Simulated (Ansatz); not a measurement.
NaF:
Space group Fm-3m (No. 225); a = b = c = 4.7011 Å, α = β = γ = 90.00°

```csv
atom,site,symmetry,x,y,z
Na,4a,m-3m,0.0000,0.0000,0.0000
F,4b,m-3m,0.5000,0.5000,0.5000
```
(The calculation used a cell of 2 atoms; values per cell refer to that cell.)

Relaxed with PBE. Plane-wave PAW PBE (Ansatz code) gives a gap of 6.09 eV.

Q: What gap does HSE06 give on the same cell (Ansatz, PAW)?

A: 8.23 eV, 2.14 eV more. The hybrid was solved on a coarser mesh and at special points; its gap is the smallest among all of these.

| k | v1 PBE | c1 PBE | v1 HSE06 | c1 HSE06 |
|---|---|---|---|---|
| Γ | 0.00 | 6.09 | 0.00 | 8.23 |
| X | -0.38 | 12.80 | [?] | [?] |
| L | -0.23 | 10.53 | [?] | [?] |
| W | -0.53 | 12.94 | [?] | [?] |
| K | -0.34 | 12.59 | [?] | [?] |

Q: Top valence (v1) and lowest conduction level (c1) in eV from each method's valence maximum (which need not be a listed point): supply the withheld HSE06 values.

A: 
- X, v1 HSE06: -0.41
- X, c1 HSE06: 15.13
- K, v1 HSE06: -0.37
- K, c1 HSE06: 14.80
- L, v1 HSE06: -0.25
- L, c1 HSE06: 12.72
- W, v1 HSE06: -0.55
- W, c1 HSE06: 15.19

Cost on shared cores: the PBE run (SCF on a 10×10×10 mesh, then bands and DOS) roughly 6 core-seconds, the HSE06 run (SCF on 8×8×8, then a few points) very roughly 60 core-seconds; the tasks are unlike.

The cell was relaxed with PBE under the symmetry of its start; phonons on a q-mesh show no instability.

Potentials: the later of the program's two PAW sets.
